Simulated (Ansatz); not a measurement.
# Phonons of Rh (Fm-3m)

```
CELL_PARAMETERS angstrom
0.00000 1.87734 1.87734
1.87734 0.00000 1.87734
1.87734 1.87734 0.00000
ATOMIC_POSITIONS crystal
Rh 0.00000 0.00000 0.00000
```

Computed, not measured; unless marked otherwise by LDA, all-electron LAPW in Ansatz 0.2.0, scalar-relativistic. k mesh 20×20×20, Fermi-Dirac smearing of 0.080 eV, basis error target 0.5 meV/atom. The cell was relaxed by PAW under this functional.

Atoms are displaced by 0.01 Å in the smallest supercells that hold the wave vectors of a 4×4×4 mesh. Negative values stand for unstable modes.

Problem. What are the phonon energies at the solved wave vectors, in cm⁻¹?

Solution. 

| q | point | modes (cm⁻¹) |
| --- | --- | --- |
| 0.250 0.000 0.000 | – | 103.0 (×2), 207.6 |
| 0.500 0.000 0.000 | L | 146.1 (×2), 256.2 |
| 0.250 0.250 0.000 | – | 141.4 (×2), 218.5 |
| 0.500 0.250 0.000 | – | 171.6, 183.7, 238.8 |
| -0.250 0.250 0.000 | – | 147.7, 176.8, 237.2 |
| 0.500 0.500 0.000 | X | 194.9 (×2), 244.1 |
| -0.250 0.500 0.250 | W | 193.4, 212.9 (×2) |

Problem. Is the structure dynamically stable at these wave vectors?

Solution. Yes, no mode is unstable there; wave vectors off this mesh aren't tested.

Problem. How well do frozen-core PAW files reproduce these all-electron values?

Solution. With a cutoff of 420 eV and displacements of 0.0025 Å, the r.m.s. difference over the modes is 0.1 cm⁻¹; the largest difference is 255.9 (PAW) against 256.2 cm⁻¹ (LAPW).

Dispersion interpolated along Gamma–X–U–K–Gamma–L–W–X (exact only at the mesh points), cm⁻¹:

```tsv
distance (Å⁻¹)	ω1	ω2	ω3
0.000	0	0	0
0.558	100	100	167
1.116	171	171	242
1.673	195	195	244
1.871	193	196	242
2.068	189	201	234
2.265	182	210	223
2.607	182	207	222
2.948	182	207	222
3.290	182	210	223
3.881	148	177	237
4.473	84	102	179
5.065	0	0	0
5.548	73	73	156
6.031	126	126	239
6.514	146	146	256
6.909	156	167	248
7.303	177	199	228
7.697	193	213	213
7.976	194	202	227
8.255	194	196	239
8.534	195	195	244
```

Known limits: responses of metals move with mesh and smearing; the frozen-core PAW files of the compared runs were fitted under PBE, their cores solved anew for this functional.
